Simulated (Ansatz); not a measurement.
Clean, relaxed (101) slab of Bi (R-3m (No. 166)), 4 planes, outer planes Bi (top) and Bi (bottom):

```
Bi
1.0
     9.06518    0.00000    0.00000
    -4.53259    8.20233    0.00000
     0.00000    0.00000   21.48444
Bi
16
Direct
  0.48608 0.47215 0.37236
  0.48608 0.97215 0.37236
  0.98608 0.47215 0.37236
  0.98608 0.97215 0.37236
  0.66661 0.33321 0.45448
  0.66661 0.83321 0.45448
  0.16661 0.33321 0.45448
  0.16661 0.83321 0.45448
  0.82046 0.64092 0.56146
  0.82046 0.14092 0.56146
  0.32046 0.64092 0.56146
  0.32046 0.14092 0.56146
  0.98648 0.47296 0.63498
  0.98648 0.97296 0.63498
  0.48648 0.47296 0.63498
  0.48648 0.97296 0.63498
```

All numbers below come from Ansatz 0.2.0, DFT PBE+D3(BJ), scalar-relativistic, plane waves, PAW. Plane waves to 420 eV, a k mesh through Γ of 3×3×1 on the computed 16-atom cell and Gaussian smearing (0.10 eV); no spin polarisation. The cell repeats along c with a dipole correction in the vacuum.

Molecules are relaxed on the top face of this slab, one a cell, from one to three starts each, in surface cells of the areas given, and the lowest end is kept. E_ads counts from the clean slab and the free molecule (negative is bound; no zero-point or thermal terms).

```json
{"molecule": "(CH3)2S", "E_ads (eV)": "-0.51", "end": "whole", "shortest contact (Å)": "H–Bi 3.35", "cell (Å²)": "74"}
{"molecule": "H2O", "E_ads (eV)": "-0.24", "end": "whole", "shortest contact (Å)": "H–Bi 2.90", "cell (Å²)": "74"}
```

(1) What do you expect for Br2, with a cell of 74 Å²?

This ideal cut has dangling bonds, which real surfaces lose by reconstruction or passivation; they bind more weakly.

## Answers

(1) E_ads = -2.29 eV; it splits into Br + Br, with the shortest contact Br–Bi 2.79 Å.